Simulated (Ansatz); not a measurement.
Phonons of SiO$_{2}$ (rutile) at Γ, X = (0.5, 0.0, 0.0), M = (0.5, 0.5, 0.0), Z = (0.0, 0.0, 0.5).

SiO2 (rutile)

```yaml
crystal:
  lattice:
    - [4.23616, 0.00000, 0.00000]
    - [0.00000, 4.23616, 0.00000]
    - [0.00000, 0.00000, 2.69045]
  atoms:
    - { symbol: Si, position: [0.50000, 0.50000, 0.50000] }
    - { symbol: Si, position: [0.00000, 0.00000, 0.00000] }
    - { symbol: O, position: [0.80699, 0.80699, 0.50000] }
    - { symbol: O, position: [0.30699, 0.69301, 0.00000] }
    - { symbol: O, position: [0.69301, 0.30699, 0.00000] }
    - { symbol: O, position: [0.19301, 0.19301, 0.50000] }
```

Calculation: PBE (plane waves to 420 eV, PAW, scalar-relativistic; Ansatz, a first-principles code). DFPT wavenumbers on a 6×6×10 k mesh, in cm⁻¹; i marks imaginary ones, q is in fractions of the reciprocal vectors of the cell shown, and the three acoustic modes at Γ are left out. The non-analytic (LO-TO) term is not included, so polar modes at Γ have their transverse values. SiO2 was relaxed with its symmetry unable to fall.

| q | wavenumbers (cm⁻¹) |
|---|---|
| Γ | 221, 369, 426 (×2), 532 (×2), 558 (×2), 571, 628, 719, 722, 797 (×2), 904 |
| X = (0.5, 0.0, 0.0) | 260 (×2), 266 (×2), 363 (×2), 479 (×2), 553 (×2), 567 (×2), 676 (×2), 776 (×2), 950 (×2) |
| M = (0.5, 0.5, 0.0) | 232 (×2), 291 (×2), 425 (×2), 430 (×2), 513 (×2), 568 (×2), 672 (×2), 848 (×2), 870 (×2) |
| Z = (0.0, 0.0, 0.5) | 360 (×2), 385 (×2), 433 (×2), 443 (×2), 595 (×2), 620 (×2), 702 (×2), 798 (×2), 851 (×2) |

The structure shows no imaginary mode at these points (lowest 221 cm⁻¹ at Γ); other wave vectors were not tested.

Highest mode: 950 cm⁻¹ at X = (0.5, 0.0, 0.0).
